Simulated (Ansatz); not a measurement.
Input and command of a calculation in Ansatz (plane waves; scalar-relativistic PAW potentials unless the input names others):

```yaml
crystal:
  lattice:
    - [-3.0786153856, 0.0, 0.0]
    - [-1.5393076928, -2.6661591324, 0.0]
    - [0.0, 0.0, 9.3465143614]
  atoms:
    - { symbol: Ta, position: [0.6666666667, 0.6666666667, 0.1270798197] }
    - { symbol: Ta, position: [0.6666666667, 0.6666666667, 0.6431285833] }
    - { symbol: Ta, position: [0.3333333333, 0.3333333333, 0.9050177076] }
    - { symbol: Ta, position: [0.3333333333, 0.3333333333, 0.388968944] }
    - { symbol: "N", position: [0.0, 0.0, 0.2580243818] }
    - { symbol: "N", position: [0.0, 0.0, 0.7740731455] }
basis:
  ecutwfc: 420
kpoints:
  mp_grid: { grid: [14, 14, 4] }
hamiltonian:
  xc: pbesol
scf:
  occupations: { method: cold, width: 0.1 }
output:
  forces: true
  eigenvalues: true
  stress: true
```

```bash
ansatz run input.yaml --threads 2 --pin off --max-ram 5120MiB --backend cpu --events-out ev --progress --plain --runs-dir out
```

Abridged log:
```
Basis set: ecut = 420 eV, 1495 PW (Γ), exchange–correlation on 48×48×128 points (8 copies of the dense FFT grid, shifted against one another)
Bands: 38, of which v1, the nominal top of the filled ones, is band 31 counted from 1 (30 counted from 0)
Symmetry: 12 space group operations
k-points: 88 of 784
SCF iter   1: F=—  HF=-39988.118283 eV  |F-HF|=—  |Δ(HF+E_count)|=         —  Δρ=1.08e-2  dr2=1.01e-1  ethr=1.77e-3  ⟨swp⟩=5.1  Hψ=13056  notcnv=0
SCF iter   2: F=—  HF=-39988.101751 eV  |F-HF|=—  |Δ(HF+E_count)|=   1.65e-2  S|Δr|=    0.00e0  Δρ=3.71e-3  dr2=2.04e-2  ethr=1.64e-4  ⟨swp⟩=2.0  Hψ=4712  notcnv=0  defer=4
SCF iter   3: F=—  HF=-39988.099838 eV  |F-HF|=—  |Δ(HF+E_count)|=   1.91e-3  S|Δr|=    0.00e0  Δρ=2.05e-3  dr2=6.73e-3  ethr=3.29e-5  ⟨swp⟩=1.0  Hψ=3183  notcnv=0  defer=4
SCF iter   4: F=—  HF=-39988.098597 eV  |F-HF|=—  |Δ(HF+E_count)|=   1.24e-3  S|Δr|=    0.00e0  Δρ=2.62e-4  dr2=1.37e-4  ethr=1.09e-5  ⟨swp⟩=2.0  Hψ=3794  notcnv=0  defer=4
SCF iter   5: F=—  HF=-39988.098579 eV  |F-HF|=—  |Δ(HF+E_count)|=   1.86e-5  S|Δr|=    0.00e0  Δρ=9.19e-5  dr2=5.53e-6  ethr=2.21e-7  ⟨swp⟩=2.0  Hψ=4484  notcnv=0  defer=4
SCF iter   6: F=—  HF=-39988.098575 eV  |F-HF|=—  |Δ(HF+E_count)|=   3.32e-6  S|Δr|=    0.00e0  Δρ=1.65e-5  dr2=8.68e-7  ethr=8.92e-9  ⟨swp⟩=2.0  Hψ=4412  notcnv=0  defer=4
SCF iter   7: F=-39988.098575 eV  HF=-39988.098575 eV  |F-HF|=3.88e-9  |Δ(HF+E_count)|=   7.70e-8  S|Δr|=    0.00e0  Δρ=3.78e-6  dr2=8.11e-9  ethr=1.61e-10  ⟨swp⟩=8.3  Hψ=14196  notcnv=0
SCF 1 converged in 7 iterations: F = -39988.098575 eV  dr2 = 8.11e-9
SCF converged after 7 iterations
Stability not checked: this state was not tested for a lower state beside it, because cold or Methfessel-Paxton smearing, or corrected tetrahedra, fill the levels in a way that the test cannot read (fill_not_monotonic; see scf.lower_state_search)
Free energy (F): -39988.098575 eV
Harris-Foulkes:  -39988.098575 eV  (|F-HF|=3.88e-9)
Internal energy: -39988.098441 eV  (E = F + TS)
E sigma→0 (E₀):  -39988.098530 eV
Entropy (-TS):   -0.000135 eV (-0.022 meV/atom)
Fermi energy:    20.738877 eV
--- Forces (eV/Å), atoms counted from 1 ---
  atom   1  Ta     0.00000000     0.00000000     3.14016228
  atom   2  Ta     0.00000000     0.00000000    -0.26699208
  atom   3  Ta     0.00000000     0.00000000    -3.14016228
  atom   4  Ta     0.00000000     0.00000000     0.26699208
  atom   5  N      0.00000000     0.00000000     0.21477799
  atom   6  N      0.00000000     0.00000000    -0.21477799
--- Stress (GPa, compression-positive) ---
        5.545658       0.000000       0.000000
        0.000000       5.545658       0.000000
        0.000000       0.000000      19.766785
  P = ⅓ Tr σ = 10.2860 GPa (102.860 kbar)
```

Apart from outputs and empty bands, the input differs from a reference run on usual settings in scf.occupations.method: "gaussian" → "cold"; scf.occupations.width: 0.15 → 0.1; kpoints.mp_grid.grid: [17, 17, 5] → [14, 14, 4]. The reference, at the same geometry (not necessarily relaxed), gave pressure 10.32 GPa, largest force 3.180 eV/Å, no gap on the mesh. This run converged in 7 SCF iterations (reference: 7) with an energy at zero smearing 0.56 meV/atom below the reference's, pressure 10.29 GPa, largest force 3.140 eV/Å, no gap on the mesh. Its k mesh is looser than usual, and the result moved.

Time: 5.3 s on 2 threads of Arm Neoverse V2, with other jobs on the host, peak memory 0.45 GiB.